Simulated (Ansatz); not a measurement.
Values for one crystal, relaxed and computed with PBE (plane waves, PAW; program Ansatz); other levels are named.

- Volume per atom: 20.31 Å³
- Band gap: 6.73 eV (indirect)
- Hole effective mass: 2.5, 5.0, 6.3 mₑ (principal values)
- Pressure derivative B′: 4.7
- Smallest direct gap on the standard path: 6.81 eV
- Electron effective mass: 0.49 mₑ (isotropic)
- Conduction-band minimum: at Γ

Task: Which compound is it?
(A) BaF2, fluorite
(B) SrCl2, fluorite
(C) NaF, rock salt
(D) SiC, zinc blende

Result: A, BaF2, fluorite

Space group Fm-3m (fluorite). The PBE relaxation kept the symmetry of its start. Scalar-relativistic: spin–orbit coupling is off unless named, which matters more the heavier the elements.

Potentials: the later of the program's two PAW sets.
